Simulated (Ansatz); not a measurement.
**Zn (hcp, Mg type), frozen-phonon scan**

Starting cell, Zn (hcp, Mg type):

```
Zn
1.0
    2.62263     0.00000     0.00000
   -1.31132     2.27126     0.00000
    0.00000     0.00000    10.37737
Zn
4
Direct
  0.33333   0.66667   0.37500
  0.33333   0.66667   0.87500
  0.66667   0.33333   0.12500
  0.66667   0.33333   0.62500
```

The atoms are displaced by Q × the pattern below (from a DFPT mode at A = (0.0, 0.0, 0.5), largest move 1; Q in Å), at fixed cell. It is one choice among 2 degenerate patterns. (q is in reciprocal vectors of the primitive cell; the cell shown is doubled to hold the pattern.)

```tsv
atom	x	y	z
Zn1	0.000	0.000	1.000
Zn2	0.000	0.000	-1.000
```

Atoms not listed stay in place.

These are PBE (plane waves to 420 eV, PAW, scalar-relativistic; Ansatz, a first-principles code) values and carry that method's errors. k mesh 20×20×5 (Γ-centred), Fermi-Dirac smearing 0.05 eV. Energies are smeared free energies. Compression counts positive. With partly filled bands, energies and forces of such displacements shift with the k mesh and the smearing. Zn was relaxed with its symmetry unable to fall. The zero of ΔE is the undisplaced structure.

| Q (Å) | ΔE (eV/cell) | P (GPa) | −dE/dQ from forces (eV/Å) |
|---|---|---|---|
| -0.280 | 0.119 | 1.7 | 0.885 |
| -0.233 | 0.082 | 1.2 | 0.714 |
| -0.187 | 0.052 | 0.7 | 0.559 |
| -0.140 | 0.029 | 0.4 | 0.417 |
| -0.093 | 0.013 | 0.2 | 0.278 |
| -0.047 | 0.003 | 0.0 | 0.139 |
| 0.000 | 0.000 | 0.0 | 0.000 |
| 0.047 | 0.003 | 0.0 | -0.139 |
| 0.093 | 0.013 | 0.2 | -0.278 |
| 0.140 | 0.029 | 0.4 | -0.417 |
| 0.187 | 0.052 | 0.7 | -0.559 |
| 0.233 | 0.082 | 1.2 | -0.714 |
| 0.280 | 0.119 | 1.7 | -0.885 |

Key numbers:

```
Property                                                                                                              Value
-----------------------------------------------------------  --------------------------------------------------------------
Energy at Q = 0.280 Å                                                                                          119 meV/cell
Space group of the distorted cell                                                    P-6m2 (No. 187), lowered from P6_3/mmc
Symmetry of the curve                                                                         even: the same for both signs
Shape of the curve                                           a single well with its minimum at or next to zero displacement
Harmonic wavenumber from the curvature (finite differences)                                                         79 cm⁻¹
```

(A displaced cell: forces are minus the slopes of the energy, force constants its curvatures, and phonons follow from these.)
